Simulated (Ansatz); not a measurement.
B:
```
CELL_PARAMETERS angstrom
      0.00000     2.01573     2.01573
      2.01573     0.00000     2.01573
      2.01573     2.01573     0.00000
ATOMIC_POSITIONS crystal
  B  0.00000 0.00000 0.00000
  B  0.25000 0.25000 0.25000
```

Relaxed with PBEsol. Special points in fractions of this cell's reciprocal vectors: Γ (0.000, 0.000, 0.000); X (0.500, 0.000, 0.500); U (0.625, 0.250, 0.625); K (0.375, 0.375, 0.750); L (0.500, 0.500, 0.500); W (0.500, 0.250, 0.750).

List the band energies nearest the Fermi level at these points for PBEsol (plane waves, PAW; program Ansatz).

In eV from the Fermi level; about four levels below and three above (degenerate sets whole), none deeper than 8.9 eV; … stands for higher levels left out; points with the same levels are listed once.

| k | below | above |
|---|---|---|
| Γ | – | 4.09 4.09 4.09 |
| X | -6.00 -6.00 -1.32 -1.32 | … |
| U | -5.89 -5.20 -4.10 -0.53 | 7.89 … |
| L | -8.06 -7.14 | 1.72 1.72 … |
| W | -5.13 -5.13 -3.25 -3.25 | … |

Space group Fd-3m (diamond). The start of the workflow was typed in or built on a structure type; neither database checked (COD, Materials Project) lists it. It is not the phase usual at ambient conditions (space group No. 166). Symmetry was held in the PBEsol relaxation. At this level the phase is mechanically unstable.

Potentials: the earlier of the program's two PAW sets. The files were generated under PBE; for other functionals the program regenerates the frozen cores, and for LDA and PBEsol the local potential too.
